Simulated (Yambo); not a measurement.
BSE-type run in Yambo on ScF3 (space group R-3c, No. 167), at zero momentum.

Quantum ESPRESSO step (LDA, PseudoDojo standard norm-conserving files, scalar-relativistic):
```
&CONTROL
  calculation = 'nscf'
  pseudo_dir = './pseudo'
  outdir = './out'
/
&SYSTEM
  ibrav = 0
  nat = 8
  ntyp = 2
  ecutwfc = 84.0
  ecutrho = 336.0
  occupations = 'fixed'
  force_symmorphic = .true.
  nbnd = 84
/
&ELECTRONS
  conv_thr = 8e-09
  diago_full_acc = .true.
  diago_thr_init = 1e-08
/
ATOMIC_SPECIES
F 18.9984 F.upf
Sc 44.9559 Sc.upf
CELL_PARAMETERS angstrom
  2.851410001000   1.646262332000   4.653357000000
 -2.851410001000   1.646262332000   4.653357000000
  0.000000000000  -3.292524664000   4.653357000000
ATOMIC_POSITIONS crystal
F   0.726580000000   0.250000000000   0.773420000000
F   0.273420000000   0.750000000000   0.226580000000
F   0.773420000000   0.726580000000   0.250000000000
F   0.226580000000   0.273420000000   0.750000000000
F   0.250000000000   0.773420000000   0.726580000000
F   0.750000000000   0.226580000000   0.273420000000
Sc   0.500000000000   0.500000000000   0.500000000000
Sc   0.000000000000   0.000000000000   0.000000000000
K_POINTS automatic
4 4 4 0 0 0
```

Yambo input:
```
rim_cut
optics
bse
bss
dipoles
em1s
RandQpts= 1000000
RandGvec= 1 Ry
FFTGvecs= 40 Ry
Chimod= "HARTREE"
BSKmod= "SEX"
BSEmod= "resonant"
BSSmod= "hs"
BSENGexx= 15 Ry
BSENGBlk= 3 Ry
% KfnQP_E
 5.221 | 1.0 | 1.0 |
%
% BSEQptR
 1 | 1 |
%
% BSEBands
 15 | 44 |
%
% BEnRange
 0.0 | 18.2 | eV
%
% BDmRange
 0.15 | 0.15 | eV
%
BEnSteps= 364
% BLongDir
 1.0 | 0.0 | 0.0 |
%
BSHayTrs= -0.02
BSSNEig= 24
WRbsWF
% BndsRnXs
 3 | 80 |
%
NGsBlkXs= 3 Ry
% LongDrXs
 1.0 | 1.0 | 1.0 |
%
```

From the report:

The dimension is k points × valence × conduction bands = 64 × 18 × 12 = 13824.
```
   [SLEPC] Approach                          : Krylov-Schur
   [SLEPC] Number of requested eigenvalues   :  24
   [SLEPC] Number of eigenvalues        [NEV]:  24
    [K] Dimension                                    :  13824
    [K] Bands                                        :   15   44
    [K] Exchange res                                 : yes
    [K] Correlation res                              : yes
    [K] W interaction is bare                        : no
    [K] RL vectors exchange                          :   905
    [K] RL vectors correlation                       :   77
    [W] Matrix size                                  :   77
    [W] Bands                                        :    3   80
    [W] Coulomb Cutoff                               : none
    [W] Hxc Kernel                                   : HARTREE
```
Lowest eigenvalues (eV; in brackets the number of states within 2 meV): 9.04 (1), 9.06 (2), 9.31 (1), 9.31 (2), 9.32 (2), 9.32 (1). They depend on the mesh, which isn't converged, and on the G0W0 scissor.

Geometry of the Materials Project entry, not relaxed at this level.

The structure is a Materials Project entry; no match was found in the copy of COD used, and its stability was not checked.
